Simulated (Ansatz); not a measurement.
Se:
```
CELL_PARAMETERS angstrom
      2.80058     0.00000     0.00000
      0.00000     2.80058     0.00000
      0.00000     0.00000     2.80058
ATOMIC_POSITIONS crystal
  Se 0.50000 0.50000 0.50000
```

Relaxed with r²SCAN+D4.

Q: Map the electron localisation function on the plane through (0.500, 0.500, 0.500) spanned by u = [1, 0, 0] and v = [0, 1, 0] in lattice vectors, from r²SCAN+D4 (plane waves, PAW; program Ansatz).

A: x is the fraction of u, y of v (the angle between them is 90°; rows are the nearest grid lines); atoms in the plane: Se at (0.00, 0.00).
```
| .-#@@@*+*@@@#-. |
|..=#@@%*+*%@@#=..|
|-=*%@@%*=*%@@%*=-|
|##%@@@#+-+#@@@%##|
|@@@@@%*-:-*%@@@@@|
|@@@@%*=:.:=*%@@@@|
|@%%#*=:. .:=*#%%@|
|***+-:.   .:-+***|
|++=-:.     .:-=++|
|***+-:.   .:-+***|
|@%%#*=:. .:=*#%%@|
|@@@@%*=:.:=*%@@@@|
|@@@@@%*-:-*%@@@@@|
|##%@@@#+-+#@@@%##|
|-=*%@@%*=*%@@%*=-|
|..=#@@%*+*%@@#=..|
| .-#@@@*+*@@@#-. |
```
Scale: ten equal steps from 0.046 (start of ' ') to 0.778 (end of '@'), in the order ' .:-=+*#%@'; x runs from 0.000 to 1.00, y from 0.000 (bottom) to 1.00 (top).

The density is the valence pseudo-density with augmentation charge, so density and ELF within about 1 Å of a nucleus are not all-electron values.

Space group Pm-3m. The start of the workflow was typed in or built on a structure type; the Crystallography Open Database copy checked does not list it. It is not the phase usual at ambient conditions (space group No. 152). Symmetry was held in the r²SCAN+D4 relaxation; its stability against distortions is not shown here. The volume moved by -20 % from the start of the relaxation.

Potentials: the earlier of the program's two PAW sets.
